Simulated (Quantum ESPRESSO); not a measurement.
## Kohn-Sham bands of Bi2Pd (I4/mmm)

```xyz
3
Lattice="0.0000 -3.3867 0.0000 3.3867 0.0000 0.0000 -1.6933 1.6933 6.6235" Properties=species:S:1:pos:R:3 pbc="T T T"
Bi    -1.6933     1.6933     1.7528
Bi     1.6933    -1.6933    -1.7528
Pd     0.0000     0.0000     0.0000
```

Cell from Materials Project (mp-570197), symmetrised, no further relaxation. COD (Crystallography Open Database) has the formula in 2 space groups, this one among them (matched by group alone). Method: PBEsol plane waves in Quantum ESPRESSO 7.5 (PseudoDojo norm-conserving files, 66 Ry, spinors with spin-orbit coupling), Bloch states on a 6×6×6 mesh through Γ, Wannier90 4.0.1. Density: 12×12×12 mesh, cold smearing 0.01 Ry.

### Question
List the Kohn-Sham levels between −8 and 3.0 eV relative to the Fermi level at the high-symmetry points, as a band run of pw.x on that density gives them (levels within 2 meV counted together).

### Answer
```csv
point,k (reciprocal lattice),levels (eV)
Γ,0.000 0.000 0.000,"-6.15 (×2), -3.88 (×2), -3.42 (×2), -3.01 (×2), -2.60 (×2), -2.51 (×2), 0.10 (×2), 2.27 (×2), 2.64 (×2)"
X,-0.500 0.500 0.000,"-5.28 (×2), -4.62 (×2), -4.39 (×2), -3.79 (×2), -3.02 (×2), -2.81 (×2), -1.92 (×2), -0.86 (×2), 0.41 (×2), 1.26 (×2), 1.37 (×2), 2.06 (×2)"
P,-0.500 0.500 0.250,"-5.26 (×2), -4.73 (×2), -4.24 (×2), -3.79 (×2), -3.12 (×2), -2.82 (×2), -1.92 (×2), -0.61 (×2), 0.14 (×2), 1.24 (×2), 1.25 (×2), 2.35 (×2)"
N,0.000 0.500 0.000,"-6.12 (×2), -4.81 (×2), -3.64 (×2), -3.38 (×2), -3.06 (×2), -2.71 (×2), -2.25 (×2), -1.70 (×2), 0.96 (×2)"
M,0.000 0.000 0.500,"-4.52 (×2), -3.88 (×2), -3.35 (×2), -2.99 (×2), -2.85 (×2), -2.51 (×2), -1.69 (×2), 0.88 (×2), 2.37 (×2)"
S,0.000 0.467 0.266,"-6.16 (×2), -4.71 (×2), -3.60 (×2), -3.31 (×2), -3.02 (×2), -2.72 (×2), -2.43 (×2), -1.50 (×2), 1.10 (×2), 2.87 (×2)"
S_0,0.000 0.533 -0.266,"-6.16 (×2), -4.71 (×2), -3.60 (×2), -3.31 (×2), -3.02 (×2), -2.72 (×2), -2.43 (×2), -1.50 (×2), 1.10 (×2), 2.87 (×2)"
R,-0.467 0.533 -0.033,"-5.20 (×2), -4.58 (×2), -4.39 (×2), -3.80 (×2), -3.13 (×2), -2.70 (×2), -1.92 (×2), -0.97 (×2), 0.41 (×2), 1.29 (×2), 1.53 (×2), 2.11 (×2)"
G,-0.467 0.467 0.500,"-5.20 (×2), -4.58 (×2), -4.39 (×2), -3.80 (×2), -3.13 (×2), -2.70 (×2), -1.92 (×2), -0.97 (×2), 0.41 (×2), 1.29 (×2), 1.53 (×2), 2.11 (×2)"
```
